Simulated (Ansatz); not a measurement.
## WSi₂

Computed with Ansatz (plane waves, PAW, 420 eV cutoff): PBE with spin–orbit coupling, two-component spinors, Γ-centred 14×14×14 mesh, 0.05 eV Gaussian smearing; PAW files: Ansatz's generated set soft_2.

```
Si W
1.0
    -1.61450    1.61450    3.93266
     1.61450   -1.61450    3.93266
     1.61450    1.61450   -3.93266
Si W
2 1
Direct
  0.33449 0.33449 0.00000
  0.66551 0.66551 0.00000
  0.00000 0.00000 0.00000
```

The chain of runs began from a cell as deposited in COD, expanded in volume.

The run above is the reference. The same cell was run again with other input settings; several of them aren't fit for production, so the rows show the settings' effect and aren't properties of the material.

```tsv
keys changed	outcome	ΔE (meV/atom)	P (GPa)	gap on the mesh (eV)	cell moment (μB)	largest force component (eV/Å)	SCF iterations	rough core-seconds	new warnings
none (reference)	converged	0.0	0.0	metal	0.00 (no moment typed)	0.009	–	–	–
hamiltonian.dispersion: "d4"; hamiltonian.xc: "pbe" → "pbesol"	converged	–	-8.6	metal	0.00 (no moment typed)	0.060	7	30	–
hamiltonian.hubbard: {"sites": [{"species": "W", "l": "d", "u_eff": 5.0}], "double_counting": "amf"}	converged	–	0.9	metal	0.00 (no moment typed)	0.222	8	80	filled band counts differ across k points
basis.ecutrho_ratio: 4 → 6	converged	0.0	0.0	metal	0.00 (no moment typed)	0.009	7	80	–
scf.mixing.algorithm: "anderson"; scf.mixing.beta: 0.7; scf.mixing.ndim: 4; scf.mixing.preconditioner: "kerker_dos"	converged	0.0	0.0	metal	0.00 (no moment typed)	0.009	7	30	–
```

These changes also left energy (to 0.1 meV/atom), pressure, gap, moment and forces as in the reference: basis.xc_grid: 2 | scf.n_extra_bands: 16 | scf.initial_density.chi_scale: 0.0 | scf.occupations.method: "gaussian" → "methfessel_paxton"; scf.occupations.width: 0.05 → 0.001; scf.algorithm: "direct_min".

ΔE is the energy with the smearing extrapolated to zero. It is left out where the change alters the Hamiltonian or the spin treatment. The varied runs start from atomic densities (corrected by the program's trained start where that serves), with the default search for lower states unless a row changes it.

(1) What happens with these changes: kpoints.mp_grid.grid: [14, 14, 14] → [11, 11, 11]?

Answer:

(1) outcome converged, ΔE (meV/atom) 0.7, P (GPa) 0.0, gap on the mesh (eV) metal, cell moment (μB) 0.00 (no moment typed), largest force component (eV/Å) 0.011, SCF iterations 7, rough core-seconds 19.

Changing scf.initial_density.chi_scale only steers the path to self-consistency, so the energy stays within 0.5 meV/atom.

The pair part of a dispersion correction pulls inward (a three-body part mostly pushes out), and in metals and ionic crystals with large ions it often overbinds.
